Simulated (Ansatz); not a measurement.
Relaxed C (diamond):

```
CELL_PARAMETERS angstrom
      0.00000     1.78581     1.78581
      1.78581     0.00000     1.78581
      1.78581     1.78581     0.00000
ATOMIC_POSITIONS crystal
  C  0.50000 0.50000 0.50000
  C  0.75000 0.75000 0.75000
```

In this cell atom 2 (C, nearest neighbour C at 1.547 Å; its periodic images, 2.5 Å or more away, move with it) is moved by s towards the nearest neighbour, unit vector (-0.577, -0.577, -0.577); all other atoms and the cell stay fixed.

Computed with PBE (plane waves to 420 eV, PAW, scalar-relativistic; Ansatz, a first-principles code). k mesh 13×13×13 (Γ-centred), Fermi-Dirac smearing 0.05 eV. The energy includes the smearing's −TS. Left out: 1 of 11 points, with atoms too close for the PAW data. As the smearing reaches across the gap at some points, energies and forces of such displacements shift with the k mesh and the smearing. F∥ is the force on the atom along that direction. C was relaxed with its symmetry unable to fall. The PAW data are Ansatz's earlier set. ΔE is measured from the undisplaced structure.

Question: Estimate the ΔE (meV/cell) and F∥ (eV/Å) for s (Å) = -0.460, -0.368, -0.276, -0.092, 0.184, 0.276.

Answer: 
| s (Å) | ΔE (meV/cell) | F∥ (eV/Å) |
|---|---|---|
| -0.460 | 1623 | 3.334 |
| -0.368 | 1282 | 4.052 |
| -0.276 | 886 | 4.469 |
| -0.092 | 137 | 2.788 |
| 0.184 | 762 | -9.058 |
| 0.276 | 1875 | -15.287 |

(A displaced cell: forces are minus the slopes of the energy, force constants its curvatures, and phonons follow from these.)
